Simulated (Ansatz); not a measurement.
AuSb2 (space group Pa-3)

```
CELL_PARAMETERS angstrom
      6.62458     0.00000     0.00000
      0.00000     6.62458     0.00000
      0.00000     0.00000     6.62458
ATOMIC_POSITIONS crystal
  Sb 0.37498 0.12502 0.87498
  Sb 0.62502 0.87498 0.12502
  Sb 0.12502 0.87498 0.37498
  Sb 0.87498 0.12502 0.62502
  Sb 0.87498 0.37498 0.12502
  Sb 0.12502 0.62502 0.87498
  Sb 0.62502 0.62502 0.62502
  Sb 0.37498 0.37498 0.37498
  Au 0.00000 0.50000 0.50000
  Au 0.50000 0.50000 0.00000
  Au 0.50000 0.00000 0.50000
  Au 0.00000 0.00000 0.00000
```

The slice is a {110} plane (indices of the conventional cell) through the point (0.625, 0.625, 0.625) (fractional), spanned by u = [100] and v = [011] in vectors of this cell: u (6.62 Å) and v (9.37 Å, at 90° to u). It covers one period; positions are fractions (u, v).

The numbers are results of LDA (plane waves to 420 eV, PAW, scalar-relativistic; Ansatz, an electronic-structure program), not measurements. k mesh 6×6×6. Near the nuclei the fields are pseudised (PAW); where an atom keeps semicore shells as valence, they peak there. AuSb2 was relaxed with its symmetry unable to fall. Spin-orbit coupling is left out, though Au and Sb are heavy.

**Question.** Predict the map of the electron localisation function (ELF) on the slice.

**Answer.** 
| v \ u | 0.00 | 0.10 | 0.20 | 0.30 | 0.40 | 0.50 | 0.60 | 0.70 | 0.80 | 0.90 |
|---|---|---|---|---|---|---|---|---|---|---|
| 0.86 | 0.48 | 0.36 | 0.30 | 0.59 | x | 0.41 | 0.43 | 0.36 | 0.42 | 0.68 |
| 0.71 | 0.14 | 0.15 | 0.40 | 0.39 | 0.28 | 0.28 | 0.41 | x | x | 0.37 |
| 0.57 | 0.06 | 0.25 | 0.48 | 0.47 | 0.30 | 0.11 | 0.08 | 0.17 | 0.16 | 0.08 |
| 0.43 | 0.43 | 0.37 | 0.29 | 0.51 | 0.58 | 0.38 | 0.34 | 0.41 | 0.52 | 0.61 |
| 0.29 | 0.36 | 0.28 | 0.29 | 0.39 | 0.42 | 0.29 | 0.25 | 0.29 | 0.40 | 0.43 |
| 0.14 | 0.45 | 0.40 | 0.10 | 0.14 | 0.42 | 0.45 | 0.49 | 0.14 | 0.10 | 0.32 |
| 0.00 | x | 0.20 | 0.47 | 0.28 | 0.29 | 0.32 | 0.20 | 0.07 | 0.38 | 0.21 |

Values: electron localisation function (ELF). Points within 0.5 Å of a nucleus are blanked (x), as the pseudised field means little there.
